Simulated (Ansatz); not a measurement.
In2Te3:
```cif
data_In2Te3
_chemical_formula_sum 'In2 Te3'
_space_group_name_H-M_alt 'P 1'
_space_group_IT_number 1
_cell_length_a 7.53282
_cell_length_b 7.53282
_cell_length_c 7.53282
_cell_angle_alpha 146.338
_cell_angle_beta 60.089
_cell_angle_gamma 131.785
loop_
_space_group_symop_operation_xyz
  'x, y, z'
loop_
_atom_site_label
_atom_site_type_symbol
_atom_site_fract_x
_atom_site_fract_y
_atom_site_fract_z
_atom_site_occupancy
In1 In 0.39918 0.23889 0.16029 1
In2 In 0.07859 0.23889 0.83971 1
Te1 Te 0.68123 0.03570 0.64553 1
Te2 Te 0.39017 0.03570 0.35447 1
Te3 Te 0.95096 0.95096 0.00000 1
```

This is the PBEsol-relaxed structure.

Q: All from DFT-PBEsol in the program Ansatz with PAW potentials, unless another level is named. Predict the formation energy from the elements (no fitted shifts).

A: -0.25 eV/atom.

Q: Predict the conduction-band minimum.

A: at Γ.

Q: Give the weight of the conduction-edge state by species (Voronoi cells).

A: Te 63 %, In 37 %.

Space group Imm2. The workflow started from a Materials Project entry (that database holds measured and hypothetical structures alike); the Crystallography Open Database copy checked does not list it. COD files the formula under space group No. 216, so this cell is another polymorph or a model. Whether it is the stable phase at ambient conditions was not checked. The PBEsol relaxation kept the symmetry of its start; its stability against distortions is not shown here. The references are the lowest solids computed at this level, not always the standard phases. Spin–orbit coupling is left out wherever it is not named.

Potentials: the later of the program's two PAW sets.
